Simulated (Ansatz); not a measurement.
Values for one crystal, relaxed and computed with the program Ansatz at the r²SCAN level (PAW); other levels are named.

```yaml
volume_per_atom: 24.66 Å³
electronic_character: metallic (no gap)
Formation energy from the elements (no fitted shifts): -1.18 eV/atom
Density of states at the Fermi level: 0.28 states/eV per atom (mean over ±0.08 eV)
```

Task: Pick the material that matches.
A. Ti5Ge3, P6_3/mcm (Ti on 6g, Ti on 4d, Ge on 6g)
B. Ti10Ga3Sb3, P-62m (Pearson symbol hP16)
C. TiTeS, P3m1 (Ti on 1b, Te on 1a, S on 1c)
D. Ti3O, P-31c (Ti on 12i, O on 2d, O on 2a)

Result: C, TiTeS, P3m1 (Ti on 1b, Te on 1a, S on 1c)

The workflow started from a Materials Project entry (that database holds measured and hypothetical structures alike); the Crystallography Open Database copy checked does not list it. Its standing as an ambient phase is unchecked. The cell was relaxed with r²SCAN under the symmetry of its start; whether a distortion lowers the energy is not shown. The run is not spin-polarised. A crystal of weakly bound layers computed without a dispersion correction: the cell and the soft elastic constants depend strongly on that. The references are the lowest solids computed at this level, not always the standard phases. Spin–orbit coupling is left out wherever it is not named.

Potentials: the earlier of the program's two PAW sets.
